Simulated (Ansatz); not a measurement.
Pd, flat triangular-type layer, relaxed and computed with two functionals in Ansatz (plane waves, PAW).

| functional | a (Å) |
|---|---|
| PBE | [?] |
| r²SCAN+D4 | 2.597 |

Problem. Complete the blanks.

Solution. 
- PBE, a (Å): 2.627

Spin orders computed, not proven ground states: Pd, flat triangular-type layer with r²SCAN+D4 ferromagnetic. Began spin-polarised and lost the moments: Pd, flat triangular-type layer with PBE. All cells were relaxed under the symmetry of their starts (and spin orders); stability against distortions was not tested throughout. Scalar-relativistic: spin–orbit coupling is off unless named, which matters more the heavier the elements. Constructed layers (a layer type filled with these elements): Pd, flat triangular-type layer; Pd, flat triangular-type layer.

Potentials: the later of the program's two PAW sets.

Ansatz (a program for electronic structure) is a plane-wave DFT program.
